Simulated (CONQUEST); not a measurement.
Consider a self-consistent single point of CaO (Fm-3m, 8 atoms in the cell; from Materials Project mp-2605, changed as shown).

```
CaO
1.0
    4.71097     0.00000     0.00000
    0.00000     4.71097     0.00000
    0.00000     0.00000     4.71097
Ca O
4 4
Direct
  0.00000   0.00000   0.00000
  0.00000   0.50000   0.50000
  0.50000   0.00000   0.50000
  0.50000   0.50000   0.00000
  0.50000   0.00000   0.00000
  0.50000   0.50000   0.50000
  0.00000   0.00000   0.50000
  0.00000   0.50000   0.00000
```

Method: PBE, numerical atomic orbitals double-zeta with polarisation (the shipped basis), PseudoDojo norm-conserving potentials made for PBE run with CONQUEST 1.3.

CONQUEST settings:

- basis = DZP
- Diag.MPMeshX, Y, Z = 1 1 1
- potentials = PseudoDojo norm-conserving PBE
- Grid.GridCutoff = 175 Ha
- DM.SolutionMethod = diagon
- Diag.kT = 0.0001 Ha
- Diag.GammaCentred = true
- minE.SCTolerance = 1.0e-07
- SC.MaxIters = 100
- SC.LinearMixingFactor = 0.3
- AtomMove.TypeOfRun = static

Results:

* **Number of valence electrons**: 64
* **Number of bands**: 108
* **Number of k-points after the program's reduction**: 1
* **Size of the basis**: 108
* **Number of SCF iterations**: 8
* **FFT grid**: 60 × 60 × 60
* **Free energy E − TS**: -6011.0957 eV
* **Pressure**: 47.34 GPa

Stress (GPa, positive for compression):
```
47.34   0.00   0.00
 0.00  47.34   0.00
 0.00   0.00  47.34
```

For comparison: a first run was changed to give this one (lattice scaled by 0.98), and from it to this one the free energy rises by 208 meV/atom and the pressure goes from 33.76 to 47.34 GPa.

The program uses no crystal symmetry, so grid and mesh can part values that symmetry would make equal. The atom-centred basis is finite, which shifts total energies and pressures against plane waves. The structure comes from a collection of computed structures, made at another level of theory; the collection holds predicted forms beside known ones. At this pressure the cell is far from its equilibrium volume at this level. With one or two k-points the zone of this small cell is coarsely sampled: energies, forces and stress carry that error and can break the symmetry, so a converged loop does not mean converged values.

Cost on one core: about 2.8 core-minutes (a rough figure).
